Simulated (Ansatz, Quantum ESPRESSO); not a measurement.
Given: the input of a run of Ansatz 0.2.0 on SiTe. The cell comes from a database or a generator and needn't be the stable form of this composition.

File input.yaml:

```yaml
crystal:
  lattice:
    - [3.71433588, 0.0, 0.0]
    - [-1.85716794, 3.21670923, 0.0]
    - [0.0, 0.0, 4.97637256]
  atoms:
    - { symbol: Si, position: [0.0, 0.0, 0.5] }
    - { symbol: Te, position: [0.0, 0.0, 0.0] }
hamiltonian:
  xc: pbe
  pseudopotentials: { kind: paw }
kpoints:
  mp_grid: { grid: [8, 8, 6] }
scf:
  occupations: { method: fermi_dirac, width: 0.05 }
output:
  forces: true
  stress: true
  eigenvalues: true
```

Potentials or basis: Ansatz PAW.

Command:

```bash
$ ansatz run input.yaml --threads 1 --pin off --max-ram 3584MiB --backend cpu --events-out ev --progress --plain --runs-dir out
```

Problem. Set up the same calculation for Quantum ESPRESSO 7.5. Potentials or basis there: SSSP 1.3 efficiency PBE, cutoff 748 eV.

Solution. As run (cutoffs and basis follow the program's own potentials, and thresholds, step limits or extra output files can differ):

Contents of pw.in:

```
&CONTROL
  calculation = 'scf'
  prefix = 'pwscf'
  outdir = './tmp'
  pseudo_dir = './pseudo'
  tprnfor = .true.
  tstress = .true.
  disk_io = 'low'
/
&SYSTEM
  ibrav = 0
  celldm(1) = 8
  nat = 2
  ntyp = 2
  ecutwfc = 55
  ecutrho = 440
  nbnd = 10
  occupations = 'smearing'
  smearing = 'fd'
  degauss = 0.00367493
/
&ELECTRONS
  conv_thr = 4d-10
  electron_maxstep = 120
  mixing_beta = 0.5
/
ATOMIC_SPECIES
Si    28.0850 Si.pbe-n-rrkjus_psl.1.0.0.UPF
Te   127.6000 Te_pbe_v1.uspp.F.UPF
CELL_PARAMETERS alat
  0.8773846935089   0.0000000000000   0.0000000000000
 -0.4386923467544   0.7598374334070   0.0000000000000
  0.0000000000000   0.0000000000000   1.1754976540629
ATOMIC_POSITIONS crystal
Si     0.0000000000    0.0000000000    0.5000000000
Te     0.0000000000    0.0000000000    0.0000000000
K_POINTS automatic
8 8 6 0 0 0
```

Contents of pp_density.in:

```
&INPUTPP
  prefix = 'pwscf'
  outdir = './tmp'
  filplot = 'density.dat'
  plot_num = 0
/
&PLOT
  nfile = 1
  filepp(1) = 'density.dat'
  iflag = 3
  output_format = 6
  fileout = 'density.cube'
/
```

Contents of pp_potential.in:

```
&INPUTPP
  prefix = 'pwscf'
  outdir = './tmp'
  filplot = 'potential.dat'
  plot_num = 11
/
&PLOT
  nfile = 1
  filepp(1) = 'potential.dat'
  iflag = 3
  output_format = 6
  fileout = 'potential.cube'
/
```

Potentials or basis: SSSP 1.3 efficiency PBE.

Launch:

```bash
$ OMP_NUM_THREADS=1 pw.x -in pw.in > pw.out
$ OMP_NUM_THREADS=1 pp.x -in pp_density.in > pp_density.out
$ OMP_NUM_THREADS=1 pp.x -in pp_potential.in > pp_potential.out
```

Both were run:

|  | Ansatz | Quantum ESPRESSO |
| --- | --- | --- |
| Pressure | 1.0 GPa | 1.5 GPa |

Ansatz's pressure holds a Pulay term of +0.02 GPa for its cutoff of 420 eV, which the other run lacks.

The potentials hold 20 and 10 valence electrons a cell.

Where Ansatz's input types no cutoff or centring, it takes its own default and a Γ-centred mesh.

Pressure is positive in compression.
